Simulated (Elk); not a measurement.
An Elk run on FeCu with settings drawn from a wide range, so not all are converged; totals and levels move with the basis, and no second program has checked them. These are results of DFT, AM05, all-electron APW+lo, Dirac cores, scalar-relativistic bands (Elk 11.2.3 with local patches), not measurements. Elk's input is in atomic units.

Command: `OMP_NUM_THREADS=1 elk`

```
tasks
  0
  110
  115
  15
  10

xctype
  30

rgkmax
  7

gmaxvr
  16

lmaxapw
  6

lmaxo
  6

lmaxi
  2

nrmtscf
  2

nempty
  8

epspot
  1e-05

epsengy
  0.0001

maxscl
  100

swidth
  0.004

stype
  3

lradstp
  4

mixtype
  1

hmaxvr
  4

reducebf
  0.5

spinpol
  .true.

tforce
  .false.

lorbcnd
  .true.

sppath
  './'

avec
  2.73594030108 -3.78153002110 0.00000000000
  2.73594030108 3.78153002110 0.00000000000
  0.00000000000 0.00000000000 7.87173102017

atoms
  2
  'Fe.in'
  1
  0.000000000000 0.000000000000 0.000000000000   0.000 0.000 -0.500
  'Cu.in'
  1
  0.500000000000 0.500000000000 0.500000000000   0.000 0.000 0.000

ngridk
  11 11 7

wplot
  120 100 1
  -0.55 0.3
```

Muffin-tin radii in the species files: Cu 1.81, Fe 1.81 bohr.

The cell is the one relaxed in the Materials Project (mp-1224945), not relaxed further here; entries there can be hypothetical. The listed cell was then made from it by scaling, straining or moving an atom.

Problem. What does the run give?

Solution. It refused before any iteration.
```
Error(init0): requested spin-polarised run with spin-unpolarised
 exchange-correlation functional
```
